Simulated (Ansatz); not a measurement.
PbSe:
```yaml
crystal:
  lattice:
    - [0.00000, 3.44997, 3.44997]
    - [3.44997, 0.00000, 3.44997]
    - [3.44997, 3.44997, 0.00000]
  atoms:
    - { symbol: Se, position: [0.75000, 0.75000, 0.75000] }
    - { symbol: Pb, position: [0.00000, 0.00000, 0.00000] }
```

Relaxed with PBE. Special points in fractions of this cell's reciprocal vectors: Γ (0.000, 0.000, 0.000); X (0.500, 0.000, 0.500); U (0.625, 0.250, 0.625); K (0.375, 0.375, 0.750); L (0.500, 0.500, 0.500); W (0.500, 0.250, 0.750).

Q: List the band energies nearest the valence-band maximum at these points for the program Ansatz at the PBE with spin–orbit coupling level (PAW).

A: In eV from the valence-band maximum; about four levels below and three above (degenerate sets whole), none deeper than 8.9 eV; points with the same levels are listed once.

```
k                    below                          above
-  -----------------------  -----------------------------
Γ  -1.54 -1.54 -1.54 -1.54  0.88 0.88 2.53 2.53 2.53 2.53
X  -2.83 -2.83 -0.60 -0.60            0.50 0.50 4.12 4.12
U  -2.74 -2.67 -0.55 -0.44                 1.23 1.63 3.40
L  -2.08 -2.08 -2.02 -2.02            2.09 2.09 3.20 3.20
W   -3.10 -2.92 -0.24 0.00                 1.25 2.39 2.55
```

Space group F-43m (zinc blende). The cell is a constructed one: a structure type filled with these elements; neither database checked (COD, Materials Project) lists it. It is not the phase usual at ambient conditions (space group No. 225). The cell was relaxed with PBE under the symmetry of its start. At this level the phase is mechanically unstable.

Potentials: the later of the program's two PAW sets.
